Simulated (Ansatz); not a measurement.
Al2O3 (corundum, R-3c), PBEsol (plane waves, PAW; program Ansatz), all energies at zero smearing, with the estimated change up to a 700 eV cutoff added, with one set of potentials and settings (totals compare only within such a set). Cell of 10 atoms (4 Al, 6 O): -5478.918 eV.

```csv
element,reference phase,E (eV/atom)
Al,"Fm-3m, 1 atoms in the cell",-524.5512
O,"C2/m, 4 atoms in the cell, spin-polarised",-558.3609
```

Formation energy per atom, worked out: (-5478.918 − 4×(-524.5512) − 6×(-558.3609))/10 = -3.055 eV/atom (-295 kJ per mol of atoms), at 0 K, without zero-point energy or fitted corrections.

The cell was relaxed with PBEsol under the symmetry of its start. The references are the lowest solids computed at this level, not always the standard phases (solids in place of the gases).

Potentials: the earlier of the program's two PAW sets. The files were generated under PBE; for other functionals the program regenerates the frozen cores, and for LDA and PBEsol the local potential too.
